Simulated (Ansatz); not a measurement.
Values for one crystal, relaxed and computed with DFT-LDA in the program Ansatz with PAW potentials; other levels are named.

- Volume per atom = 29.57 Å³
- Band gap = 1.50 eV (indirect)
- Hole effective mass = 0.58, 0.83, 3.0 mₑ (principal values)
- Formation energy from the elements (no fitted shifts) = -28 kJ/mol-atom
- Conduction-band minimum = at Γ
- Electron effective mass, band 2 of 2 at the edge = 0.19 along [100], 0.25 along [110], 0.35 along [111] (mₑ)
- Electron effective mass, band 1 of 2 at the edge = 2.2 along [100], 0.61 along [110], 0.35 along [111] (mₑ)

### Question
Which compound is it?
A) HfO2, P4_2/nmc (Hf on 2a, O on 4d)
B) BeS, zinc blende
C) Hg3Te2Br2, I2_13 (Hg on 12b, Te on 8a, Br on 8a)
D) PdCl2, P2_1/c (Pd on 2c, Cl on 4e)

### Answer
C, Hg3Te2Br2, I2_13 (Hg on 12b, Te on 8a, Br on 8a)

The first step of the workflow began from a Materials Project structure, measured or hypothetical; the Crystallography Open Database files this formula in space group No. 199, but the cells were not matched. Its standing as an ambient phase is unchecked. The LDA relaxation kept the symmetry of its start; whether a distortion lowers the energy is not shown. The references are the lowest solids computed at this level, not always the standard phases. Scalar-relativistic: spin–orbit coupling is off unless named, which matters more the heavier the elements.

Potentials: the later of the program's two PAW sets.
